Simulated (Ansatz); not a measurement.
NaI (rock salt)

```xyz
2
Lattice="0.0000 3.2301 3.2301 3.2301 0.0000 3.2301 3.2301 3.2301 0.0000" Properties=species:S:1:pos:R:3 pbc="T T T"
I      0.0000     0.0000     0.0000
Na     3.2301     3.2301     3.2301
```

The relaxed cell is deformed in two ways at once: its volume V is scaled, and at that volume it is stretched along z (the c axis of the conventional cell) so that c/a changes. Fractional atomic positions are held.

Level of theory: r2SCAN (plane waves to 500 eV, PAW, scalar-relativistic; Ansatz, a first-principles code). k mesh 9×9×9 (Γ-centred), Fermi-Dirac smearing 0.05 eV. Compression counts positive. NaI was relaxed with its symmetry unable to fall. Spin-orbit coupling is left out, though I is heavy. 

Problem. Predict the σzz (GPa) at all points of the grid V/V₀ = 0.960, 0.973, 0.987, 1.000, 1.013, 1.027, 1.040 by (c/a)/(c/a)₀ = 0.960, 0.973, 0.987, 1.000, 1.013, 1.027, 1.040.

Solution. σzz (GPa), with V/V₀ across and (c/a)/(c/a)₀ down:

```csv
(c/a)/(c/a)₀ \ V/V₀,0.960,0.973,0.987,1.000,1.013,1.027,1.040
0.960,1.87,1.52,1.19,0.89,0.61,0.35,0.10
0.973,1.46,1.14,0.84,0.56,0.30,0.06,-0.16
0.987,1.10,0.80,0.52,0.27,0.03,-0.20,-0.40
1.000,0.78,0.50,0.24,0.01,-0.22,-0.42,-0.61
1.013,0.49,0.23,-0.01,-0.23,-0.43,-0.62,-0.79
1.027,0.23,-0.01,-0.23,-0.43,-0.62,-0.79,-0.95
1.040,0.00,-0.22,-0.43,-0.61,-0.78,-0.94,-1.09
```

(A scan under strain: stresses follow from slopes of the energy per volume, elastic moduli from its curvatures.)
